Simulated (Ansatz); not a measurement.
A geometry of C away from equilibrium: step 3 of the relaxation of a relaxed C cell, doubled along one cell vector, shaken by Gaussian noise of σ = 0.08 Å a coordinate. These are r2SCAN (plane waves to 500 eV, PAW, scalar-relativistic; Ansatz, a program for electronic structure) values and carry that method's errors. Γ-centred k-mesh 11×11×6 on the run's cell (coarser than for final values), Fermi–Dirac smearing 0.05 eV.

```xyz
4
Lattice="-0.0180 1.7933 1.7967 1.7882 0.0081 1.7706 3.5778 3.5358 0.0149" Properties=species:S:1:pos:R:3 pbc="T T T"
C      2.6969     2.6764     2.6594
C      4.4874     4.4422     2.6450
C      1.8257     1.7783     1.7500
C      3.5918     3.5502     1.7646
```

**Question.** Predict the force on each atom, in eV/Å.

**Answer.** 
| atom | Fx | Fy | Fz |
|---|---|---|---|
| C1 | 0.54 | -0.16 | -0.56 |
| C2 | -0.09 | -0.05 | 0.47 |
| C3 | -0.71 | 0.15 | 0.49 |
| C4 | 0.26 | 0.06 | -0.40 |

**Question.** What is the pressure?

**Answer.** -3.1 GPa, compression positive.

No spin polarisation in the result.
